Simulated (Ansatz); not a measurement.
Input:

Ti (hcp, Mg type), conventional cell a = 2.939 Å, b = 2.939 Å, c = 4.650 Å, α = 90.00°, β = 90.00°, γ = 120.00°. The calculation uses the primitive cell of 2 atoms, to which meshes and values per cell refer.

The volume is varied about the relaxed value V₀ at fixed cell shape. Symmetry pins the atoms to their sites.

Level of theory: PBE (plane waves to 420 eV, PAW, scalar-relativistic; Ansatz, an electronic-structure program). k mesh 18×18×10 (Γ-centred), Fermi-Dirac smearing 0.05 eV. Energies are smeared free energies. Stress and pressure are positive under compression. With the shape held, the modulus is that of even scaling; a crystal free to change shape is softer. The PAW data are Ansatz's earlier set. Ti is run without spin polarisation. Ti was relaxed with its symmetry unable to fall. ΔE is measured from the relaxed starting cell.

The scan covers V/V₀ from 0.840 to 1.160 in 13 points.

Q: What pressure does the cell carry at V/V₀ = 0.840?

A: 26.5 GPa.

Q: What is ΔE at V/V₀ = 0.840?

A: 202 meV/atom.

Q: What is ΔE at V/V₀ = 1.160?

A: 123 meV/atom.

(A scan under strain: stresses follow from slopes of the energy per volume, elastic moduli from its curvatures.)
